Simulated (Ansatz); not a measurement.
**WSe₂ (CdI2-type structure)**

Computed with Ansatz (plane waves, PAW, 420 eV cutoff): PBEsol, scalar-relativistic, collinear spin, 12×12×6 k-mesh, Gaussian smearing of 0.05 eV; PAW files: Ansatz's generated set soft_2.

Space group P-3m1 (No. 164). a = 3.244 Å, b = 3.244 Å, c = 6.713 Å, α = 90.00°, β = 90.00°, γ = 120.00°
| atom | site | symmetry | x | y | z |
| --- | --- | --- | --- | --- | --- |
| W | 1a | -3m. | 0.0000 | 0.0000 | 0.0000 |
| Se | 2d | 3m. | 0.3333 | 0.6667 | 0.2558 |

The start was a prototype's sites filled with these elements. The Crystallography Open Database lists the compound in space group P63/mmc, so this is a trial structure.

Magnetic state: non-magnetic, site spin moments none.

**Question.** Which orbitals carry the states at the Fermi level, and how many states are there?

**Answer.** Within 0.1 eV of it: W 5d 57 %, Se 4p 40 % (shares among the projected shells). The Fermi level sits on a steep edge: the density of states is 0.5, 0.8 and 1.5 states/eV per cell at −0.1, 0 and +0.1 eV.

Density of states (tetrahedra, averaged over 0.3 eV; states/eV per cell of 3 atoms; energy in eV from the Fermi level):

```csv
E (eV),DOS
-6.70,1.33
-6.40,1.50
-6.10,1.72
-5.80,3.80
-5.50,1.28
-5.20,1.26
-4.90,3.22
-4.60,2.30
-4.30,2.70
-4.00,2.51
-3.70,2.48
-3.40,3.51
-3.10,3.38
-2.80,2.15
-2.50,1.64
-2.20,1.13
-1.90,0.83
-1.60,1.05
-1.30,2.25
-1.00,1.99
-0.70,1.34
-0.40,0.73
-0.10,0.61
0.20,1.91
0.50,2.09
0.80,1.88
1.10,1.78
1.40,1.86
1.70,2.01
2.00,1.94
2.30,1.74
2.60,2.03
2.90,1.71
3.20,2.35
3.50,2.51
3.80,1.29
4.10,1.16
```

No spin–orbit coupling, a notable omission for heavy elements. The starting moments died out; a magnetic state reached from other starts isn't excluded. The structure is built of weakly bound layers, and this functional has no dispersion term, so their spacing and all that hangs on it (volume, the soft elastic constants, low modes, dielectric constants) are poorly given.
